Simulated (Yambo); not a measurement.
TiZnO$_{3}$ (space group R-3, No. 148), G0W0@PBEsol in Yambo with this input:

```
rim_cut
gw0
dyson
el_el_corr
HF_and_locXC
ppa
em1d
RandQpts= 1000000
RandGvec= 1 Ry
EXXRLvcs= 84 Ry
VXCRLvcs= 336 Ry
Chimod= "HARTREE"
% BndsRnXp
 11 | 185 |
%
NGsBlkXp= 7 Ry
% LongDrXp
 1.0 | 1.0 | 1.0 |
%
PPAPntXp= 27.2114 eV
% GbndRnge
 1 | 185 |
%
GTermKind= "BG"
DysSolver= "n"
ExtendOut
```

On a 2×2×2 mesh, with wavefunctions cut at 84 Ry, the gap (F → F) is 5.153 eV and the valence edge shifts by -0.479 eV.

Question: What happens with this change: no random integration?

Answer: The gap falls by 0.073 eV, to 5.080 eV; the shift of the valence edge becomes -0.205 eV. Neither run is shown to be the converged limit. The mesh misses a band edge: along a dense path the PBEsol gap is 3.09 eV against 3.27 eV on the mesh.

Geometry of the Materials Project entry, not relaxed at this level; primitive cell a = 5.5506 Å, b = 5.5506 Å, c = 5.5506 Å, α = 55.04°, β = 55.04°, γ = 55.04°.

The structure is a Materials Project entry; no match was found in the copy of COD used, and its stability was not checked.

A shift is the quasiparticle energy of the state minus its PBEsol energy.
